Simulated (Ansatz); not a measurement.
A crystal of cell content C8H24B2N2 at more than one level of theory

Plane-wave PAW calculations in Ansatz, scalar-relativistic unless spin-orbit coupling is named; Γ-centred meshes, relaxations with the symmetry kept. Pressure is positive in compression. No spin polarisation at the first level.

Settings: cutoff 420 eV, Γ-centred mesh 4×4×2 on the computed 36-atom cell, Gaussian smearing of 0.02 eV; no spin polarisation.

Structure relaxed with PBE+D3(BJ):

```
B H C N
1.0
     5.35270   -0.09014    0.03573
     1.45327    5.26732   -0.00920
     0.75818    1.27455    9.57570
B H C N
2 24 8 2
Direct
  0.81843 0.76357 0.09827
  0.18157 0.23643 0.90173
  0.39519 0.50604 0.27599
  0.60481 0.49396 0.72401
  0.73269 0.57163 0.12382
  0.26731 0.42837 0.87618
  0.10557 0.39748 0.29548
  0.89443 0.60252 0.70452
  0.20796 0.81721 0.08781
  0.79204 0.18279 0.91219
  0.11725 0.68432 0.47230
  0.88275 0.31568 0.52770
  0.79572 0.84737 0.97400
  0.20428 0.15263 0.02600
  0.15208 0.92970 0.33841
  0.84792 0.07030 0.66159
  0.20506 0.52855 0.05727
  0.79494 0.47145 0.94273
  0.69491 0.99714 0.42939
  0.30509 0.00286 0.57061
  0.68334 0.69444 0.39128
  0.31666 0.30556 0.60872
  0.48550 0.02626 0.20006
  0.51450 0.97374 0.79994
  0.76393 0.14388 0.17754
  0.23607 0.85612 0.82246
  0.18467 0.56663 0.26881
  0.81533 0.43337 0.73119
  0.06384 0.76586 0.36514
  0.93616 0.23414 0.63486
  0.77040 0.85732 0.35586
  0.22960 0.14268 0.64414
  0.69682 0.96662 0.20567
  0.30318 0.03338 0.79433
  0.12380 0.66673 0.12077
  0.87620 0.33327 0.87923
```

```csv
level,cell,cutoff (eV),k mesh,primitive cell,V (Å³/atom),P (GPa; residual where relaxed),gap on mesh (eV)
PBE+D3(BJ),relaxed,420,4×4×2,"a = 5.35 Å, b = 5.46 Å, c = 9.69 Å, α = 81.61°, β = 85.26°, γ = 75.54°",7.5,0.00,5.46
r2SCAN,relaxed,500,4×4×2,"a = 5.39 Å, b = 5.60 Å, c = 9.80 Å, α = 81.89°, β = 85.07°, γ = 75.54°",7.9,0.01,5.82
```

The start is a cell measured at 173 K (doi:10.1021/ja206497x), with 7.75 Å³ an atom; a static calculation leaves out thermal expansion, so the difference isn't the functional's error alone.

Cost: 2 runs of about 20 core-minutes in all, on AMD EPYC 7R43 (Zen 3) (shared hosts).